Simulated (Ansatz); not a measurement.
Values for one crystal, relaxed and computed with DFT-r²SCAN in the program Ansatz with PAW potentials; other levels are named.

| Item | Value |
|---|---|
| Volume per atom | 19.88 Å³ |
| Electronic character | metallic (no gap) |
| Density of states at the Fermi level | 0.29 states/eV per atom (mean over ±0.08 eV) |
| Formation energy from the elements (no fitted shifts) | -719 meV/atom |
| Pressure derivative B′ | 3.7 |
| Gap with spin–orbit coupling | none (metallic) |
| Bulk modulus (Birch–Murnaghan fit) | 77.1 GPa |

Task: Pick the material that matches.
A. SiNi2, Pnma (Si on 4c, Ni on 4c, Ni on 4c)
B. Y3Si5, P-62m (Y on 3f, Si on 2d, Si on 3g)
C. SiB6, R-3m (B on 18h, B on 18h, Si on 6c)
D. SiMo2C, P6_3/mmc (Si on 2d, Mo on 4f, C on 2a)

Result: B, Y3Si5, P-62m (Y on 3f, Si on 2d, Si on 3g)

The start of the workflow was typed in or built on a structure type; neither database checked (COD, Materials Project) lists it. Its standing as an ambient phase is unchecked. The r²SCAN relaxation kept the symmetry of its start; whether a distortion lowers the energy is not shown. The run is not spin-polarised. The references are the lowest solids computed at this level, not always the standard phases. Scalar-relativistic: spin–orbit coupling is off unless named, which matters more the heavier the elements.

Potentials: the earlier of the program's two PAW sets.
